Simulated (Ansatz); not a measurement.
Mo3Se4:
```xyz
14
Lattice="4.8695 2.8114 3.7882 -4.8695 2.8114 3.7882 0.0000 -5.6229 3.7882" Properties=species:S:1:pos:R:3 pbc="T T T"
Mo    -0.8700     1.2561     6.8236
Mo     0.8700    -1.2561     4.5410
Mo    -0.6528    -1.3815     6.8236
Mo     0.6528     1.3815     4.5410
Mo     1.5229     0.1254     6.8236
Mo    -1.5229    -0.1254     4.5410
Se     0.0000     0.0000     8.8536
Se     0.0000     0.0000     2.5110
Se     1.2730     2.7108     6.6310
Se    -1.2730    -2.7108     4.7337
Se    -2.9842    -0.2529     6.6310
Se     2.9842     0.2529     4.7337
Se     1.7111    -2.4579     6.6310
Se    -1.7111     2.4579     4.7337
```

Relaxed with r²SCAN. Special points in fractions of this cell's reciprocal vectors: Γ (0.000, 0.000, 0.000); L (0.500, 0.000, 0.000); T (0.500, -0.500, 0.500); P0 (0.469, -0.531, 0.469); P2 (0.469, 0.469, 0.469); F (0.500, -0.500, 0.000).

Question: List the band energies nearest the Fermi level at these points for the program Ansatz at the r²SCAN with spin–orbit coupling level (PAW).

Answer: In eV from the Fermi level; about four levels below and three above (degenerate sets whole), none deeper than 8.9 eV; points with the same levels are listed once.

| k | below | above |
|---|---|---|
| Γ | -0.13 -0.13 -0.13 -0.13 | 0.28 0.28 0.47 0.47 |
| L | -0.27 -0.27 -0.08 -0.08 | 0.19 0.19 0.29 0.29 |
| T | -0.59 -0.59 -0.50 -0.50 | 0.03 0.03 0.11 0.11 |
| P0 | -0.57 -0.57 -0.48 -0.48 | 0.04 0.04 0.12 0.12 |
| F | -0.26 -0.26 -0.25 -0.25 | 0.04 0.04 0.25 0.25 |

Space group R-3. The first step of the workflow began from a Materials Project structure, measured or hypothetical; the Crystallography Open Database files this formula in space group No. 148, but the cells were not matched. Whether it is the stable phase at ambient conditions was not checked. Symmetry was held in the r²SCAN relaxation; its stability against distortions is not shown here. No spin polarisation was allowed.

Potentials: the later of the program's two PAW sets.
